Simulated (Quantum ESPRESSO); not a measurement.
Si4Ge3C, input and log of a self-consistent run

Simulated, not a measurement. The program is pw.x of Quantum ESPRESSO 7.5 (plane-wave density functional theory). The cell is made up: 8 atoms on a zincblende/diamond lattice, with randomly drawn elements, strain and displacements, not relaxed. PseudoDojo standard norm-conserving files (v0.5 for PBE, v0.4.1 for LDA and PBEsol) set the functional; there is no spin polarisation, spin-orbit coupling or dispersion term, and the masses in the input are unused placeholders.

Input:

```
&control calculation='scf', pseudo_dir='./dojo.nc.sr.pbe.v0_5.standard.upf', outdir='./o', disk_io='medium', tprnfor=.true., tstress=.true. /
&system ibrav=0, nat=8, ntyp=3, nbnd=41, ecutwfc=82.02448710, nosym=.true., tot_charge=0,
 occupations='smearing', smearing='fd', degauss=0.0073498644
/
&electrons conv_thr=7.350e-09, electron_maxstep=60, /
ATOMIC_SPECIES
C 1.0 C.upf
Ge 1.0 Ge.upf
Si 1.0 Si.upf
CELL_PARAMETERS angstrom
5.706 0.0 0.0
0.0 5.706 0.0
0.0 0.0 5.706
ATOMIC_POSITIONS angstrom
Si -0.0341 0.0299 0.0792
Ge -0.0393 2.9065 2.7759
Ge 2.8645 0.1199 2.7076
Ge 2.8325 2.8387 -0.0033
Si 1.4434 1.3863 1.5283
C 1.4173 4.1125 4.3005
Si 4.229 1.359 4.3704
Si 4.2388 4.4055 1.4643
K_POINTS automatic
6 6 6 1 1 1
```

The log is shortened where brackets say so; the opening notice, blank lines, dates and the lines on written files are dropped, and the path of the files is cut. It prints rydbergs, bohrs and kilobars, and counts compression as positive stress.

```
     Program PWSCF v.7.5
     Parallel version (MPI & OpenMP), running on       1 processor cores
     Number of MPI processes:                 1
     Threads/MPI process:                     1
     [start-up lines left out]
     bravais-lattice index     =            0
     lattice parameter (alat)  =      10.7828  a.u.
     unit-cell volume          =    1253.6950 (a.u.)^3
     number of atoms/cell      =            8
     number of atomic types    =            3
     number of electrons       =        62.00
     number of Kohn-Sham states=           41
     kinetic-energy cutoff     =      82.0245  Ry
     charge density cutoff     =     328.0979  Ry
     scf convergence threshold =      7.3E-09
     mixing beta               =       0.7000
     number of iterations used =            8  plain     mixing
     Exchange-correlation= PBE
                           (   1   4   3   4   0   0   0)
     [axes and pseudopotential details left out]
   Cartesian axes
     site n.     atom                  positions (alat units)
         1        Si     tau(   1) = (  -0.0059762   0.0052401   0.0138801  )
         2        Ge     tau(   2) = (  -0.0068875   0.5093761   0.4864879  )
         3        Ge     tau(   3) = (   0.5020154   0.0210130   0.4745181  )
         4        Ge     tau(   4) = (   0.4964073   0.4974939  -0.0005783  )
         5        Si     tau(   5) = (   0.2529618   0.2429548   0.2678409  )
         6        C      tau(   6) = (   0.2483877   0.7207326   0.7536803  )
         7        Si     tau(   7) = (   0.7411497   0.2381703   0.7659306  )
         8        Si     tau(   8) = (   0.7428672   0.7720820   0.2566246  )
     number of k points=   108  Fermi-Dirac smearing, width (Ry)=  0.0073
     Number of k-points >= 100: set verbosity='high' to print them.
     Dense  grid:   125999 G-vectors     FFT dimensions: (  64,  64,  64)
     Estimated max dynamical RAM per process >     164.19 MB
     Initial potential from superposition of free atoms
     starting charge      61.9950, renormalised to      62.0000
     Starting wfcs are   47 randomized atomic wfcs
     total cpu time spent up to now is       44.4 secs
     per-process dynamical memory:    96.0 Mb
     Self-consistent Calculation
     iteration #  1     ecut=    82.02 Ry     beta= 0.70
     Davidson diagonalization with overlap
     ethr =  1.00E-02,  avg # of iterations =  3.0
     Threshold (ethr) on eigenvalues was too large:
     Diagonalizing with lowered threshold
     Davidson diagonalization with overlap
     ethr =  5.84E-04,  avg # of iterations =  2.6
     total cpu time spent up to now is      257.3 secs
     total energy              =    -581.27060659 Ry
     estimated scf accuracy    <       0.36618298 Ry
     iteration #  2     ecut=    82.02 Ry     beta= 0.70
     Davidson diagonalization with overlap
     ethr =  5.91E-04,  avg # of iterations =  6.9
     total cpu time spent up to now is      404.5 secs
     total energy              =    -581.17831593 Ry
     estimated scf accuracy    <       1.65713215 Ry
     iteration #  3     ecut=    82.02 Ry     beta= 0.70
     Davidson diagonalization with overlap
     ethr =  5.91E-04,  avg # of iterations =  4.9
     total cpu time spent up to now is      565.3 secs
     total energy              =    -581.41937665 Ry
     estimated scf accuracy    <       0.02654291 Ry
     iteration #  4     ecut=    82.02 Ry     beta= 0.70
     Davidson diagonalization with overlap
     ethr =  4.28E-05,  avg # of iterations =  5.5
     total cpu time spent up to now is      710.1 secs
     total energy              =    -581.42442502 Ry
     estimated scf accuracy    <       0.00554196 Ry
     iteration #  5     ecut=    82.02 Ry     beta= 0.70
     Davidson diagonalization with overlap
     ethr =  8.94E-06,  avg # of iterations =  4.2
     total cpu time spent up to now is      822.4 secs
     total energy              =    -581.42547947 Ry
     estimated scf accuracy    <       0.00071738 Ry
     iteration #  6     ecut=    82.02 Ry     beta= 0.70
     Davidson diagonalization with overlap
     ethr =  1.16E-06,  avg # of iterations =  3.5
     total cpu time spent up to now is      949.0 secs
     total energy              =    -581.42563335 Ry
     estimated scf accuracy    <       0.00004539 Ry
     iteration #  7     ecut=    82.02 Ry     beta= 0.70
     Davidson diagonalization with overlap
     ethr =  7.32E-08,  avg # of iterations =  2.3
     total cpu time spent up to now is     1075.7 secs
     total energy              =    -581.42564336 Ry
     estimated scf accuracy    <       0.00000205 Ry
     iteration #  8     ecut=    82.02 Ry     beta= 0.70
     Davidson diagonalization with overlap
     ethr =  3.31E-09,  avg # of iterations =  4.0
     total cpu time spent up to now is     1232.2 secs
     total energy              =    -581.42564395 Ry
     estimated scf accuracy    <       0.00000072 Ry
     iteration #  9     ecut=    82.02 Ry     beta= 0.70
     Davidson diagonalization with overlap
     ethr =  1.16E-09,  avg # of iterations =  2.0
     total cpu time spent up to now is     1344.6 secs
     total energy              =    -581.42564409 Ry
     estimated scf accuracy    <       0.00000009 Ry
     iteration # 10     ecut=    82.02 Ry     beta= 0.70
     Davidson diagonalization with overlap
     ethr =  1.39E-10,  avg # of iterations =  2.2
     total cpu time spent up to now is     1446.7 secs
     total energy              =    -581.42564411 Ry
     estimated scf accuracy    <          1.0E-08 Ry
     iteration # 11     ecut=    82.02 Ry     beta= 0.70
     Davidson diagonalization with overlap
     ethr =  1.61E-11,  avg # of iterations =  2.1
     total cpu time spent up to now is     1562.4 secs
     End of self-consistent calculation
     Number of k-points >= 100: set verbosity='high' to print the bands.
     the Fermi energy is     5.7500 ev
!    total energy              =    -581.42564411 Ry
     estimated scf accuracy    <          8.0E-10 Ry
     smearing contrib. (-TS)   =      -0.00195259 Ry
     internal energy E=F+TS    =    -581.42369152 Ry
     The total energy is F=E-TS. E is the sum of the following terms:
     one-electron contribution =    -345.39134960 Ry
     hartree contribution      =     204.78926104 Ry
     xc contribution           =    -146.64273326 Ry
     ewald contribution        =    -294.17886970 Ry
     convergence has been achieved in  11 iterations
     Forces acting on atoms (cartesian axes, Ry/au):
     atom    1 type  3   force =     0.04196581   -0.03765680   -0.03534985
     atom    2 type  2   force =     0.02964712    0.00695052    0.08214495
     atom    3 type  2   force =     0.00626706   -0.05998981    0.11231198
     atom    4 type  2   force =    -0.04148805    0.04205392   -0.02019000
     atom    5 type  3   force =    -0.05942214    0.04863386   -0.07055762
     atom    6 type  1   force =    -0.01370349    0.01683465    0.00197713
     atom    7 type  3   force =     0.02303405    0.01724239   -0.02938789
     atom    8 type  3   force =     0.01369965   -0.03406874   -0.04094870
     Total force =     0.219817     Total SCF correction =     0.000077
     Computing stress (Cartesian axis) and pressure
          total   stress  (Ry/bohr**3)                   (kbar)     P=      -78.21
  -0.00051236  -0.00014112  -0.00006615          -75.37      -20.76       -9.73
  -0.00014112  -0.00051626  -0.00003689          -20.76      -75.94       -5.43
  -0.00006615  -0.00003689  -0.00056631           -9.73       -5.43      -83.31
     init_run     :     39.50s CPU     44.36s WALL (       1 calls)
     electrons    :   1431.30s CPU   1517.99s WALL (       1 calls)
     forces       :     16.95s CPU     17.16s WALL (       1 calls)
     stress       :     56.32s CPU     56.58s WALL (       1 calls)
     [timing details left out]
     PWSCF        :  25m44.55s CPU  27m18.92s WALL
     JOB DONE.
```

In other units: free energy -7910.699 eV for the cell, pressure -7.82 GPa, largest force component 2.888 eV/Å. A rerun of this cell at 1347 eV and a 8 x 8 x 8 mesh moved values by no more than 0.002 eV in energy, 0.02 GPa in stress and 0.009 eV/Å in force.